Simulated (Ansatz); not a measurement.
Relaxed Ag (fcc, Cu type):

```yaml
crystal:
  lattice:
    - [4.10519, 0.00000, 0.00000]
    - [0.00000, 4.10519, 0.00000]
    - [0.00000, 0.00000, 4.10519]
  atoms:
    - { symbol: Ag, position: [0.00000, 0.00000, 0.00000] }
    - { symbol: Ag, position: [0.50000, 0.50000, 0.00000] }
    - { symbol: Ag, position: [0.50000, 0.00000, 0.50000] }
    - { symbol: Ag, position: [0.00000, 0.50000, 0.50000] }
```

In each cell atom 2 (Ag, nearest neighbour Ag at 2.903 Å; its periodic images, 4.1 Å or more away, move with it) moves by s·(-0.707, -0.707, 0.000) (towards the nearest neighbour), the rest being held.

These are r2SCAN (plane waves to 500 eV, PAW, scalar-relativistic; Ansatz, a quantum-chemistry and plane-wave program) values and carry that method's errors. k mesh 9×9×9 (Γ-centred), Fermi-Dirac smearing 0.05 eV. Energies are smeared free energies. Compression counts positive. With partly filled bands, energies and forces of such displacements shift with the k mesh and the smearing. On this mesh the relaxed cell isn't quite at rest: it carries a pressure of -0.1 GPa (compression positive) at the zero of the scan. Ag was relaxed with its symmetry unable to fall. The zero of ΔE is the undisplaced structure.

What ΔE (meV/cell) and P (GPa) does the calculation give at s (Å) = -0.290, -0.232, -0.174, -0.058, 0.058, 0.116, 0.174, 0.290?


```
s (Å)   ΔE (meV/cell)  P (GPa)
------  -------------  -------
-0.290            225      2.2
-0.232            140      1.3
-0.174             77      0.7
-0.058              8      0.0
0.058               8      0.0
0.116              34      0.2
0.174              77      0.7
0.290             225      2.2
```

(For displaced atoms, the force is minus the slope of the energy, and its curvature is a force constant, which sets phonon frequencies.)
